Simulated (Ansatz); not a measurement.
# SnPb₅O₆: rattling a relaxed structure

The structure comes from a generated guess, relaxed at this level; another structure or a mixture of phases may lie lower.

These are results of Ansatz 0.2.0, DFT PBE, scalar-relativistic, plane waves, PAW, not measurements. Plane waves to 420 eV, a k mesh through Γ of 8×8×2 on the computed 12-atom cell and Gaussian smearing (0.02 eV); no spin polarisation.

The cell below (12 atoms, space group P4mm (No. 99)) is relaxed within its symmetry.

```
Sn Pb O
1.0
     4.01998    0.00000    0.00000
     0.00000    4.01998    0.00000
     0.00000    0.00000   16.54469
Sn Pb O
1 5 6
Direct
  0.00000 0.00000 0.73920
  0.00000 0.00000 0.06670
  0.00000 0.00000 0.40651
  0.50000 0.50000 0.26095
  0.50000 0.50000 0.59942
  0.50000 0.50000 0.92118
  0.00000 0.50000 0.99488
  0.00000 0.50000 0.33464
  0.00000 0.50000 0.67351
  0.50000 0.00000 0.99488
  0.50000 0.00000 0.33464
  0.50000 0.00000 0.67351
```

For the test it was strained at random (σ = 1.5 % a component), the atoms were moved at random (σ = 0.10 Å), and all was relaxed again on a coarse 4×4×1 mesh (in the run’s order of axes) with 0.10 eV smearing, with no symmetry imposed.

Weakly bound directions are ill-defined at this level, which has no dispersion term. These runs have no spin–orbit coupling, which can matter for Pb.

Question: What happens?

Answer: It returns, within 1 meV/atom of the unmoved cell on that mesh and with the same symmetry when read at 0.1 Å (Pm at 0.01 Å, so small strains and shifts remain). So it is stable against the distortions that fit this cell and that this random move excites. Modes that don't fit the cell aren't tested.
